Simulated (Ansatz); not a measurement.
## Formation energy of LiMg

```
Li Mg
1.0
     1.52481    0.88035    4.91741
    -1.52481    0.88035    4.91741
     0.00000   -1.76070    4.91741
Li Mg
1 1
Direct
  0.00000 0.00000 0.00000
  0.50000 0.50000 0.50000
```

The cell comes from a relaxation on PAW files under the same functional, begun from a database entry that needn't be the ground state.

Level of theory: DFT with LDA, scalar-relativistic, in Ansatz 0.2.0; a Γ-centred 16×16×16 k mesh, Fermi–Dirac smearing of 0.05 eV, no spin polarisation. LAPW: all electrons, basis error target 0.5 meV/atom; PAW: frozen-core files, cutoff 420 eV.

The elements are taken as Li bcc, Mg hcp, each relaxed on PAW files under the same functional and computed by the same method as the compound; zero-point and thermal terms are left out.

The PAW files were made under PBE.

**Question.** What is the formation energy by LAPW, and how far do the other methods lie from it?

**Answer.** -0.041 eV/atom; PAW 0.0 meV/atom. The compound is bound against these elements; other compounds of the system weren't compared.

**Question.** Give the LAPW value for one formula unit in kJ/mol.

**Answer.** -0.041 eV/atom × 2 atoms × 96.485 kJ/(mol·eV) = -7.9 kJ/mol, at zero temperature and without zero-point motion.

**Question.** How does the cell move when LAPW relaxes it further?

**Answer.** The volume goes from 19.803 to 19.837 Å³/atom (+0.17 %).
